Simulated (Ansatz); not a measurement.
Consider the following.

Pt:
```cif
data_Pt2
_chemical_formula_sum 'Pt2'
_space_group_name_H-M_alt 'Im-3m'
_space_group_IT_number 229
_space_group_name_Hall '-I 4 2 3'
_cell_length_a 3.13897
_cell_length_b 3.13897
_cell_length_c 3.13897
_cell_angle_alpha 90.000
_cell_angle_beta 90.000
_cell_angle_gamma 90.000
loop_
_atom_site_label
_atom_site_type_symbol
_atom_site_symmetry_multiplicity
_atom_site_Wyckoff_symbol
_atom_site_fract_x
_atom_site_fract_y
_atom_site_fract_z
_atom_site_occupancy
Pt1 Pt 2 a 0.00000 0.00000 0.00000 1
```
(The calculation used a cell of 1 atom; values per cell refer to that cell.)

This is the r²SCAN-relaxed structure.

Q: All from r²SCAN (plane waves, PAW; program Ansatz), unless another level is named. Estimate the bulk modulus (Birch–Murnaghan fit).

A: 259 GPa.

Q: What about the elastic constants (relaxed ions, GPa)?

A: C11 = 195, C12 = 293, C44 = 159.

The first step of the workflow began from a Materials Project structure, measured or hypothetical; the Crystallography Open Database copy checked does not list it. It is not the phase usual at ambient conditions (space group No. 225). Symmetry was held in the r²SCAN relaxation. At this level the phase is mechanically unstable. No spin polarisation was allowed. As this level gives no gap, shear constants depend on the k-mesh and smearing (Fermi–Dirac, 0.1 eV here). On the denser mesh and wider smearing of the elastic run this cell carries a stress of 0.4 GPa. Spin–orbit coupling is left out wherever it is not named.

Potentials: the later of the program's two PAW sets.
